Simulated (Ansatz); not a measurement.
# ScSi₂ in the AlB2-type structure

Level of theory: DFT, PBE with spin–orbit coupling, two-component spinors; plane waves to 420 eV with PAW datasets (Ansatz 0.2.0), Γ-centred 10×10×10 mesh, 0.05 eV Gaussian smearing. The datasets are Ansatz's generated set soft_2.

Space group P6/mmm (No. 191). a = 4.033 Å, b = 4.033 Å, c = 3.631 Å, α = 90.00°, β = 90.00°, γ = 120.00°
```
atom  site  symmetry       x       y       z
  Sc    1a     6/mmm  0.0000  0.0000  0.0000
  Si    2d      -6m2  0.3333  0.6667  0.5000
```

The Crystallography Open Database holds a cell of this formula and space group, from which this one stands far in volume, proportions or bonds. The database's entry of this formula in the relaxed cell's space group, P6/mmm, has axes of 3.662 × 3.662 × 3.879 Å and 15.02 Å³/atom (1994), the relaxed one 4.033 × 4.033 × 3.631 Å and 17.05.

The pressure at this geometry is 0.0 GPa.

Problem. Which orbitals carry the states at the Fermi level, and how many states are there?

Solution. Within 0.1 eV of it: Sc 3d 44 %, Si 3p 35 %, Si 3s 18 % (shares among the projected shells; no valence p shell of Sc is among them). The density of states at the Fermi level is about 1.8 states/eV per cell, averaged over 0.3 eV.

Density of states (tetrahedra, averaged over 0.3 eV; states/eV per cell of 3 atoms; energy in eV from the Fermi level; projections on Löwdin-orthogonalised atomic orbitals, summed over sites):

```csv
E,total,Si 3p,Sc 3d,Si 3s,Sc 4s
-7.60,0.62,0.30,0.05,0.26,0.00
-7.30,0.50,0.25,0.04,0.20,0.00
-7.00,0.43,0.22,0.04,0.17,0.00
-6.70,0.38,0.20,0.04,0.14,0.00
-6.40,0.37,0.20,0.04,0.12,0.01
-6.10,0.57,0.37,0.05,0.11,0.03
-5.80,0.79,0.55,0.06,0.12,0.05
-5.50,0.71,0.53,0.05,0.07,0.03
-5.20,1.14,0.91,0.08,0.08,0.05
-4.90,1.50,1.20,0.13,0.08,0.06
-4.60,1.61,1.30,0.16,0.08,0.04
-4.30,1.68,1.40,0.17,0.05,0.03
-4.00,1.55,1.29,0.17,0.04,0.02
-3.70,1.32,1.08,0.17,0.02,0.02
-3.40,0.87,0.70,0.13,0.01,0.02
-3.10,0.99,0.73,0.20,0.01,0.03
-2.80,0.94,0.66,0.23,0.01,0.02
-2.50,1.07,0.65,0.34,0.03,0.02
-2.20,1.28,0.70,0.47,0.05,0.02
-1.90,1.53,0.79,0.60,0.07,0.02
-1.60,1.50,0.72,0.64,0.07,0.01
-1.30,1.21,0.46,0.61,0.08,0.01
-1.00,1.16,0.39,0.61,0.10,0.01
-0.70,0.66,0.22,0.29,0.09,0.02
-0.40,1.13,0.38,0.33,0.28,0.05
-0.10,1.73,0.56,0.64,0.34,0.06
0.20,1.94,0.61,0.86,0.27,0.06
0.50,1.63,0.46,0.80,0.21,0.04
0.80,1.92,0.44,1.03,0.21,0.09
1.10,2.30,0.44,1.39,0.18,0.10
```

With 19 valence electrons in the calculation's cell and no magnetic order, the Kramers pairs of bands, two electrons each, can't all be full or empty: band theory demands a metal. (Only strong correlation, outside this picture, could make a Mott insulator of it.)
